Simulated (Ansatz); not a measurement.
Ba (Fm-3m): from strained cells to moduli

```
Ba
1.0
     0.00000    3.08379    3.08379
     3.08379    0.00000    3.08379
     3.08379    3.08379    0.00000
Ba
1
Cartesian
  0.0000 0.0000 0.0000
```

Computed, not measured; unless marked otherwise by PBEsol, all-electron LAPW in Ansatz 0.2.0, scalar-relativistic. k mesh 16×16×16, Fermi-Dirac smearing of 0.100 eV, basis error target 1 meV/atom. The cell was relaxed by PAW under this functional, which moved its volume by -13 % from the database entry's. This phase needn't be the one found at ambient conditions.

The cell is cubic and carries a residual pressure of -0.01 GPa at this level. Each strain component that symmetry leaves independent is applied at ±0.005, the ions relax wherever a strain frees them, and the stress (tension positive, GPa) is read. Shears are engineering strains, γ = 2ε.

```
strain    size      σxx      σyy      σzz      σyz     σxz     σxy
    xx  -0.005  -0.0433  -0.0295  -0.0295   0.0000  0.0000  0.0000
    xx  +0.005   0.0584   0.0434   0.0434   0.0000  0.0000  0.0000
    yz  -0.005   0.0078   0.0072   0.0072  -0.0508  0.0000  0.0000
    yz  +0.005   0.0078   0.0072   0.0072   0.0508  0.0000  0.0000
```

A central difference gives one constant, for example C11 ≈ (0.0584 − (-0.0433))/(0.01) = 10.2 GPa; the program then imposes the crystal's symmetry on the whole matrix.

Problem. What are the independent elastic constants?

Solution. C11 = 10.2, C12 = 7.3, C44 = 10.2 GPa.

Problem. Do they meet the Born conditions?

Solution. C11 − C12 = 2.9, C11 + 2C12 = 24.8 and C44 = 10.2 GPa must all be positive, so the crystal is elastically stable; that says nothing yet of its phonons.

Problem. What moduli does a random aggregate of grains have?

Solution. B = (C11 + 2C12)/3 = 8.3 GPa. G_V = (C11 − C12 + 3C44)/5 = 6.7 and G_R = 5(C11 − C12)C44/(4C44 + 3(C11 − C12)) = 3.0, so G_H = 4.8 GPa. Then E = 9BG/(3B + G) = 12.1 GPa, ν = (3B − 2G)/(6B + 2G) = 0.256 and B/G = 1.71, on the brittle side of Pugh's 1.75 (a rule of thumb).

Problem. With the density of 3.888 g/cm³, how fast does sound travel, and what Debye temperature follows?

Solution. 

```csv
direction,slow (m/s),middle (m/s),fast (m/s)
[100],1617,1617,1617
[110],607,1617,2204
[111],1057,1057,2368
```

The mean of v⁻³ over directions and branches gives v_m = 1142 m/s and θ_D = (ħ/k_B) v_m (6π²n)^(1/3) = 87 K, n being atoms per volume. Young's modulus spans 4 to 22 GPa over directions, and the universal anisotropy index is 6.27.

Problem. How far do the constants move if PAW replaces LAPW in the same cell?

Solution. 

```csv
constant,LAPW (GPa),PAW (GPa),difference
C11,10.2,10.1,-0.1
C12,7.3,7.3,0.0
C44,10.2,10.1,-0.1
```

Problem. What happens at 5 GPa (cell relaxed there)?

Solution. The volume falls to 0.6743 of its value, and C11 = 23.5, C12 = 15.6, C44 = 18.9 GPa (slopes of the stress), in this structure whether or not another phase takes over.

Known limits: responses of metals move with mesh and smearing; the frozen-core PAW files of the compared runs were fitted under PBE, their cores solved anew for this functional.
